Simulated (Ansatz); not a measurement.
A scan (energy against volume; even scaling of the relaxed cell, symmetry kept) gave these values. Computed with r2SCAN (plane waves to 500 eV, PAW, scalar-relativistic; Ansatz, a program for electronic structure).

* **Bulk modulus B₀ (third-order Birch-Murnaghan fit)**: 318 GPa
* **Pressure derivative B₀′ (fit)**: 4.1
* **Equilibrium volume of the fit**: 15.92 Å³/atom

**Question.** Of these crystals, all scanned alike, which one is it?
(A) Na (bcc, W type)
(B) V (bcc, W type)
(C) Al (fcc, Cu type)
(D) W (bcc, W type)

**Answer.** D, W (bcc, W type). The others have, for the bulk modulus: Na 7.7 GPa, V 193 GPa, Al 91.3 GPa

All were relaxed with their symmetry unable to fall. Spin-orbit coupling is left out. V is run without spin polarisation. W is run without spin polarisation.

(A scan under strain: stresses follow from slopes of the energy per volume, elastic moduli from its curvatures.)
